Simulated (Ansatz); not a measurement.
A geometry of BeAu away from equilibrium: step 3 of the relaxation of a relaxed BeAu cell, doubled along one cell vector, shaken by Gaussian noise of σ = 0.08 Å a coordinate. Method: PBE (plane waves to 420 eV, PAW, scalar-relativistic; Ansatz, a quantum-chemistry and plane-wave program). Γ-centred k-mesh 10×13×7 on the run's cell (coarser than for final values), Fermi–Dirac smearing 0.05 eV.

```xyz
4
Lattice="-1.3631 1.9876 2.6852 1.3268 -1.9754 2.6571 2.7649 3.9769 -5.3516" Properties=species:S:1:pos:R:3:forces:R:3 pbc="T T T" free_energy=-26483.888 pressure_GPa=0.3
Au    -0.0432     0.1048    -0.0618    0.0381   -0.0218   -0.0806
Au     1.3180     1.8857    -2.6432    0.0914   -0.0180   -0.0286
Be    -0.1693    -0.0339     2.7283   -0.1706    0.0634   -0.0394
Be     1.4638     2.0337     0.2524    0.0411   -0.0238    0.1486
```

Positions in Å, forces in eV/Å, free energy of the cell in eV (comparable only within this code, potentials and settings). Largest force: 0.19 eV/Å, on Be3 (atoms numbered as listed); the geometry lies 0.19 eV/atom above the end of its relaxation.

No spin polarisation in the result.

The end of the path is a generated cell of BeAu: the first start was made by placing the elements on the sites of a structure type, and the end was not matched to a known phase here, so it may be hypothetical.
